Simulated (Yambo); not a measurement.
ZnS (zinc blende, space group F-43m, No. 216), G0W0@PBEsol in Yambo; all else as in the reference (4×4×4 Γ-centred k mesh, bands 5 to 151 and a 14 Ry block in the screening, 151 bands in G with the Bruneval-Gonze terminator, plasmon pole fitted at 27.2 eV). One parameter is varied: the k mesh, over 2×2×2, 4×4×4, 6×6×6.

Problem. From which value on does the gap Γ → Γ stay within 0.05 eV of the largest setting?

Solution. From 4×4×4 on.
```tsv
k mesh	G0W0 gap (eV)	valence shift (eV)	rough Yambo cost
2×2×2	3.30	-0.94	about 1/10
4×4×4	3.43	-1.10	1
6×6×6	3.43	-1.12	about 5×
```
The last step of the sweep still moves the gap by 4 meV; the other settings are held fixed.

Geometry relaxed with PBEsol; primitive cell a = 3.7870 Å, b = 3.7870 Å, c = 3.7870 Å, α = 60.00°, β = 60.00°, γ = 60.00°.

A shift is the quasiparticle energy of the state minus its PBEsol energy.
